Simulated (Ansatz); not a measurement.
# Calculated with Ansatz: BaGa2H2, relaxation

Launch command:

```bash
ansatz run input.yaml --threads 2 --pin off --max-ram 2560MiB --backend cpu --events-out ev --progress --plain --runs-dir out
```

The input file (Ansatz 0.2.0, plane waves):

```yaml
crystal:
  lattice:
    - [2.299895, 3.983533, 0.0]
    - [-2.299895, 3.983533, 0.0]
    - [0.0, 0.0, 4.976115]
  atoms:
    - { symbol: H, position: [0.3333, 0.3334, 0.1232] }
    - { symbol: H, position: [0.6667, 0.6666, 0.8768] }
    - { symbol: Ba, position: [0.0, 0.0, 0.0] }
    - { symbol: Ga, position: [0.3333, 0.3334, 0.468] }
    - { symbol: Ga, position: [0.6667, 0.6666, 0.532] }
  symmetry: { tolerance: 0.0003 }
kpoints:
  mp_grid: { grid: [7, 7, 6], shift: [0, 0, 0] }
magnetization:
  spin_polarized: false
scf:
  occupations: { method: fermi_dirac }
  lower_state_search: "off"
hamiltonian:
  pseudopotentials: { kind: paw }
  xc: r2scan
basis:
  ecutwfc: 500
  fft_grid_basis: typed
relax:
  max_steps: 60
  cell: { p_target: 0.0 }
  f_tol: 0.03
output:
  forces: true
  stress: true
  eigenvalues: true
  bader: true
  populations: true
  elf: true
  write_potential: true
  volumetric_format: npy
  dos:
    e_range: [-12, 8]
    de: 0.05
    projected: { site_lists: { Ba: [Ba], Ga: [Ga], H: [H] } }
checkpoint:
  read: saved_state
```

Origin of the cell: a database entry, scaled a little.

The smearing width isn't typed, so it takes its default of 0.1 eV.

The saved state is a converged single point of the same cell.

Steps («new basis» is an SCF on plane waves selected anew at the same cell):

```json
{"step": "1", "ΔF (meV/atom)": "0.0", "max force component (eV/Å)": "0.269", "P (GPa)": "-2.33", "volume (Å³)": "91.18", "SCF iterations": "6", "step was": "accepted"}
{"step": "2", "ΔF (meV/atom)": "-6.4", "max force component (eV/Å)": "0.162", "P (GPa)": "0.88", "volume (Å³)": "85.57", "SCF iterations": "7", "step was": "accepted"}
{"step": "3", "ΔF (meV/atom)": "-7.9", "max force component (eV/Å)": "0.015", "P (GPa)": "-0.08", "volume (Å³)": "87.65", "SCF iterations": "8", "step was": "accepted"}
{"step": "4", "ΔF (meV/atom)": "-8.0", "max force component (eV/Å)": "0.014", "P (GPa)": "-0.03", "volume (Å³)": "87.52", "SCF iterations": "6", "step was": "accepted"}
{"step": "5", "ΔF (meV/atom)": "-7.8", "max force component (eV/Å)": "0.014", "P (GPa)": "-0.03", "volume (Å³)": "87.52", "SCF iterations": "7", "step was": "new basis"}
```

The starting structure.

Space group P-3m1 (No. 164); the run's cell has a = 4.600 Å, b = 4.600 Å, c = 4.976 Å, α = 90.00°, β = 90.00°, γ = 60.00°. Shortest distances: Ga–H 1.72 Å, Ga–Ga 2.67 Å, Ba–H 2.73 Å, H–H 2.92 Å, Ba–Ga 3.53 Å.

The relaxed structure.

Space group P-3m1 (No. 164); the run's cell has a = 4.513 Å, b = 4.513 Å, c = 4.962 Å, α = 90.00°, β = 90.00°, γ = 60.00°. Shortest distances: Ga–H 1.67 Å, Ga–Ga 2.62 Å, Ba–H 2.69 Å, H–H 2.91 Å, Ba–Ga 3.49 Å.

```xyz
5
Lattice="2.2565 3.9084 0.0000 -2.2565 3.9084 0.0000 0.0000 0.0000 4.9616" Properties=species:S:1:pos:R:3 pbc="T T T"
H     0.0000    2.6056    0.6504
H     0.0000    5.2112    4.3111
Ba    0.0000    0.0000    0.0000
Ga    0.0000    2.6056    2.3230
Ga    0.0000    5.2112    2.6386
```

```yaml
Free_energy_lowered_by: 7.8 meV/atom
Volume_change: -4.02 %
Final_pressure: -0.03 GPa
Relaxation_steps_listed: 5
Gap_on_the_mesh: none (metal)
```

Caveats: the relaxation held the start's symmetry, so the end may be a saddle point.

It ran for 2.1 min on 2 threads of Arm Neoverse N1 (shared host), peak memory 0.68 GiB, from a saved density.
